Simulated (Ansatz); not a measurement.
CdS (zinc blende, space group No. 216), a = 5.824 Å, b = 5.824 Å, c = 5.824 Å, α = 90.00°, β = 90.00°, γ = 90.00°; the cell used has 2 atoms.

Relaxed with PBEsol. Independent-particle spectrum: no excitons, no local fields, no scissors shift; 0.1 eV broadening; ε₁ of the summed bands alone.

**Question.** Tabulate the dielectric function from PBEsol in the plane-wave PAW code Ansatz.

**Answer.** 

```tsv
E (eV)	ε₁ xx	ε₂ xx
0.0	6.67	0.00
0.5	6.82	0.00
1.0	7.70	0.25
1.5	7.29	1.43
2.0	7.07	1.70
2.5	7.16	1.98
3.0	7.58	2.44
3.5	8.49	3.90
4.0	5.80	5.34
4.5	5.52	4.49
5.0	6.66	4.47
5.5	7.22	9.41
6.0	2.33	8.49
6.5	1.24	6.24
7.0	-0.09	8.12
7.5	-0.12	8.34
8.0	-3.31	5.95
8.5	-3.01	3.33
9.0	-2.04	2.39
9.5	-1.60	1.93
10.0	-0.80	1.65
10.5	-0.66	1.62
11.0	-0.43	1.68
11.5	-0.82	1.76
12.0	-0.61	1.12
```

**Question.** From ε at 3.0 eV (xx: 7.58 + 2.44i), find n, k, the normal reflectivity and the absorption coefficient.

**Answer.** n = 2.79, k = 0.438, R = 23 %, α = 2kE/ħc = 130000 cm⁻¹.

With all bands, ε∞ without local fields is 6.84. DFPT, with local fields, gives 6.43.

Space group F-43m (zinc blende). Symmetry was held in the PBEsol relaxation. Scalar-relativistic: spin–orbit coupling is off unless named, which matters more the heavier the elements.

Potentials: the later of the program's two PAW sets.
